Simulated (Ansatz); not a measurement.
**Ba₂CuS₄, a known structure type with other elements, at an estimated volume**

```yaml
crystal:
  lattice:
    - [0.00000, 4.62897, 0.00000]
    - [4.62897, 0.00000, 0.00000]
    - [2.31448, 2.31448, -7.47934]
  atoms:
    - { symbol: S, position: [0.17200, 0.17200, 0.65600] }
    - { symbol: S, position: [0.82800, 0.82800, 0.34400] }
    - { symbol: Ba, position: [0.35240, 0.35240, 0.29520] }
    - { symbol: Ba, position: [0.64760, 0.64760, 0.70480] }
    - { symbol: Cu, position: [0.00000, 0.00000, 0.00000] }
    - { symbol: S, position: [0.50000, 0.00000, 0.00000] }
    - { symbol: S, position: [0.00000, 0.50000, 0.00000] }
```

Method: r2SCAN, with U_eff = 5.05 eV on Cu d (all-electron-ortho-atomic projectors), collinear spin; PAW, plane waves to 500 eV, 5×5×5 Γ-centred mesh, fermi-dirac occupations (width 0.0228 eV) (Ansatz 0.2.0), atoms fixed.

The state carries no moments; the state need not be the lowest.

Forces: The largest is on S2 (and as large on other atoms): 1.78 eV/Å, components (0.00, 0.00, 1.78). It makes 0° with the line to a nearest neighbour, Cu5 at 2.57 Å, pointing towards it.
Electronic structure: It is a metal, with about 5.7 states/eV a cell as the mean within 0.25 eV of the Fermi level, mostly S p (90 %).
Stress: The pressure is 4.7 GPa (compression positive), so with the atoms held at these fractions the cell would first expand; the forces are large, so a full relaxation may end otherwise. The principal stresses 2.0, 2.0, 10.3 GPa differ, so its shape would change too.
Contacts: Cu–S at 2.31 Å: least valence density 0.47 e/Å³ and ELF 0.32 there. S–Ba at 2.70 Å: least valence density 0.35 e/Å³ and ELF 0.25 there. Both are smooth PAW fields, read partly inside the augmentation spheres.
Charges: Bader charges in e: Ba +1.44, Cu +0.63, S -1.02 to -0.74. In the mean Ba gives up most and S takes most.

Origin: a known structure type with other elements, at an estimated volume, so it need not be a known compound. Caveats: the input typed no starting moments; atoms or cell far from equilibrium.
